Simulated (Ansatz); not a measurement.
Data:

BeS:
```cif
data_Be4S4
_chemical_formula_sum 'Be4 S4'
_space_group_name_H-M_alt 'P 1'
_space_group_IT_number 1
_cell_length_a 5.80959
_cell_length_b 3.44433
_cell_length_c 5.90794
_cell_angle_alpha 90.000
_cell_angle_beta 90.000
_cell_angle_gamma 90.000
loop_
_space_group_symop_operation_xyz
  'x, y, z'
loop_
_atom_site_label
_atom_site_type_symbol
_atom_site_fract_x
_atom_site_fract_y
_atom_site_fract_z
_atom_site_occupancy
Be1 Be 0.14377 0.25000 0.40402 1
Be2 Be 0.35623 0.75000 0.90402 1
Be3 Be 0.85623 0.75000 0.59598 1
Be4 Be 0.64377 0.25000 0.09598 1
S1 S 0.77814 0.25000 0.41798 1
S2 S 0.72186 0.75000 0.91798 1
S3 S 0.22186 0.75000 0.58202 1
S4 S 0.27814 0.25000 0.08202 1
```

This is the LDA-relaxed structure.

### Question
All from LDA in the plane-wave PAW code Ansatz, unless another level is named. Predict the zero-point energy.

### Answer
72.6 meV/atom.

### Question
Predict the Young's modulus.

### Answer
97.6 GPa.

### Question
What about the vibrational entropy at 300 K?

### Answer
16.8 J/(K·mol of atoms).

Space group Pnma. The start of the workflow was typed in or built on a structure type; neither database checked (COD, Materials Project) lists it. COD files the formula under space group No. 216. Whether it is the stable phase at ambient conditions was not checked. The LDA relaxation kept the symmetry of its start; its stability against distortions is not shown here. The volume moved by 19 % from the start of the relaxation.

Potentials: the earlier of the program's two PAW sets. The files were generated under PBE; for other functionals the program regenerates the frozen cores, and for LDA and PBEsol the local potential too.
